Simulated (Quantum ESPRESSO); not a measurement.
CuGa5PdTi in 6 site orders

All numbers below are calculated, not measured. They come from Quantum ESPRESSO 7.5, a public plane-wave density functional program. Each row is one single-point run on a made-up periodic cell of eight metal atoms, with elements, volume, strain and displacements drawn at random and not relaxed, so a cell may be unstable or far from any real phase. There is no spin polarisation or spin-orbit coupling.

Settings: PBE unless stated; PseudoDojo standard norm-conserving files; Fermi-Dirac width 0.25 eV, which means electrons at about 2900 K; cutoff 1252 eV; 6 x 6 x 3 k mesh shifted half a step off Gamma. E is the free energy of the whole cell (internal energy minus TS), so a -TS column is already part of it. Stress is positive in tension, and the pressure P is minus a third of its trace.

Checks: one run of this series was repeated at a higher cutoff and on a denser mesh, which moved values by no more than 0.007 eV, 0.04 GPa and 0.013 eV/Å, and a second program with other atomic files agreed on it to 2 % rms in force and 0.5 GPa in pressure. Known limits: the copper pseudopotential is less sure than most, with forces differing by about three percent and pressure by about two GPa from a second method on plain copper; a spin test at this wide smearing found no moment, but such smearing suppresses magnetism that the real alloy may have.

The lattice is face-centred cubic, and the cell vectors in Å are (0.000, 0.000, -4.004); (4.004, 0.000, 0.000); (0.000, -8.009, 0.000), a volume of 128.41 Å³. The runs put one composition on the same eight displaced sites in different orders. E is counted from run 1, and the rms force is over all 24 components. Nothing is relaxed, so E mixes bonding between neighbours with strain on unrelaxed sites, and it is not an ordering energy.

```
run  elements on sites 1 to 8  E (eV)  -TS (eV)  rms force (eV/Å)  largest force (eV/Å)  P (GPa)
  1   Cu Ti Ga Ga Ga Ga Ga Pd   0.000    -0.894             0.519                  1.40     1.52
  2   Ga Ga Ga Pd Ga Ti Ga Cu   0.483    -1.099             0.629                  1.69     3.04
  3   Ga Ga Ti Ga Cu Ga Ga Pd   0.231    -1.024             0.536                  1.32        ?
  4   Pd Ga Ga Ga Cu Ga Ga Ti  -0.529    -0.757             0.592                  1.55    -1.30
  5   Ga Ga Ga Ga Pd Ti Cu Ga  -0.268    -0.829             0.566                  1.86    -0.72
  6   Ga Ti Ga Ga Ga Ga Cu Pd   0.014    -0.899             0.516                  1.44     2.08
```

## Worked fit

A straight line through the runs shown gives P = 1.20 + 4.68 E GPa with E in eV, an error of 0.90 on the slope and a scatter of 0.68 GPa. At this fixed volume the orders of higher energy tend to have the higher pressure.

## Withheld value

Question: what pressure should run 3 give?

The fit gives 2.28 ± 0.79 GPa. The calculation gave 2.27 GPa.
